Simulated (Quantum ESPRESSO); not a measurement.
Band energies of InP

```
CELL_PARAMETERS angstrom
      4.15177     0.00000     0.00000
     -2.07588     3.59554     0.00000
      0.00000     0.00000     6.81043
ATOMIC_POSITIONS crystal
  P  0.66667 0.33333 0.87482
  P  0.33333 0.66667 0.37482
  In 0.66667 0.33333 0.50018
  In 0.33333 0.66667 0.00018
```

norm-conserving PBEsol (Quantum ESPRESSO, 70 Ry, with spin-orbit coupling); path ΓMKΓALHA,LM,KH; energies in eV from the valence-band maximum.

```
k (1/Å)  point  band 36  band 37  band 38  band 39  band 40  band 41  band 42  band 43
-------  -----  -------  -------  -------  -------  -------  -------  -------  -------
0.00         Γ     0.00     0.60     0.60     1.09     1.09     3.60     3.60     3.99
0.44              -0.57     2.05     2.06     2.29     2.34     3.98     4.04     4.29
0.87         M    -1.04     1.71     1.71     2.43     2.43     3.55     3.55     4.65
1.00              -1.29     2.09     2.11     2.75     2.75     3.33     3.34     4.69
1.38         K    -2.36     2.44     2.44     4.19     4.23     4.23     4.23     6.14
1.58              -1.96     2.72     2.73     3.71     3.72     4.06     4.07     4.98
1.98              -0.65     2.39     2.41     2.75     2.76     3.42     3.49     4.21
2.39         Γ     0.00     0.60     0.60     1.09     1.09     3.60     3.60     3.99
2.50              -0.05     1.13     1.13     1.14     1.14     3.63     3.63     4.03
2.85         A    -0.55     1.67     1.67     1.67     1.67     4.31     4.31     4.31
3.04              -0.78     2.30     2.30     2.32     2.32     3.93     3.93     3.99
3.43              -1.55     1.97     1.97     1.98     1.98     3.63     3.63     3.65
3.72         L    -1.78     1.64     1.64     1.64     1.64     3.17     3.17     3.17
3.92              -1.59     2.06     2.06     2.11     2.11     3.62     3.62     3.66
4.23         H    -1.48     2.40     2.40     2.44     2.44     4.49     4.49     4.57
4.43              -1.58     2.45     2.45     2.49     2.49     4.52     4.52     4.56
4.83              -1.39     2.94     2.94     2.99     2.99     3.62     3.62     3.75
5.24         A    -0.55     1.67     1.67     1.67     1.67     4.31     4.31     4.31
5.24         L    -1.78     1.64     1.64     1.64     1.64     3.17     3.17     3.17
5.70         M    -1.04     1.71     1.71     2.43     2.43     3.55     3.55     4.65
5.70         K    -2.36     2.44     2.44     4.19     4.23     4.23     4.23     6.14
6.16         H    -1.48     2.40     2.40     2.44     2.44     4.49     4.49     4.57
```

The PBEsol gap is direct, 0.60 eV at Γ.

Geometry relaxed with PBEsol.

This is not the ordinary phase of the substance; no match was found in the copy of COD used, and its stability was not checked.
